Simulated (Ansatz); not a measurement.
# Relaxing a structure of PbS

The start is a generated cell, PbS placed in the AFLOW prototype AB_oP4_59_a_b (as in CuTe). Cell shape, volume and atoms are optimised at zero target pressure with r2SCAN (plane waves to 500 eV, PAW, scalar-relativistic; Ansatz, a first-principles code). The first steps use a coarse 7×5×3 k-mesh.

The start:
```yaml
crystal:
  lattice:
    - [3.56221, 0.00000, 0.00000]
    - [0.00000, 4.62522, 0.00000]
    - [0.00000, 0.00000, 7.85947]
  atoms:
    - { symbol: S, position: [0.00000, 0.00000, 0.05100] }
    - { symbol: S, position: [0.50000, 0.50000, 0.94900] }
    - { symbol: Pb, position: [0.00000, 0.50000, 0.27700] }
    - { symbol: Pb, position: [0.50000, 0.00000, 0.72300] }
```

- Initial pressure: -3.9 GPa (negative: the cell is under tension)
- Outcome: The space group goes from Pmmn (No. 59) to Fm-3m (No. 225); the end is rock salt type, with 2 atoms in the primitive cell
- Volume change: -17.6 %, from 32.37 to 26.67 Å³/atom
- Band gap at the end: 0.70 eV, direct at L (no spin-orbit coupling)
- Optimiser moves: 24

The end point of the relaxation:

```cif
data_Pb4S4
_chemical_formula_sum 'S4 Pb4'
_space_group_name_H-M_alt 'Fm-3m'
_space_group_IT_number 225
_space_group_name_Hall '-F 4 2 3'
_cell_length_a 5.97513
_cell_length_b 5.97513
_cell_length_c 5.97513
_cell_angle_alpha 90.000
_cell_angle_beta 90.000
_cell_angle_gamma 90.000
loop_
_atom_site_label
_atom_site_type_symbol
_atom_site_symmetry_multiplicity
_atom_site_Wyckoff_symbol
_atom_site_fract_x
_atom_site_fract_y
_atom_site_fract_z
_atom_site_occupancy
S1 S 4 a 0.00000 0.00000 0.00000 1
Pb1 Pb 4 b 0.50000 0.50000 0.50000 1
```
(The calculation used a cell of 2 atoms; values per cell refer to that cell.)

Final values are on a 10×10×10 k-mesh of the relaxed cell. No spin polarisation in the result. Spin-orbit coupling is missing; with elements this heavy it can move band edges by tenths of an eV or more.

The run could not lose the symmetry of its start; a randomly shaken copy of 4 atoms returns to this structure.
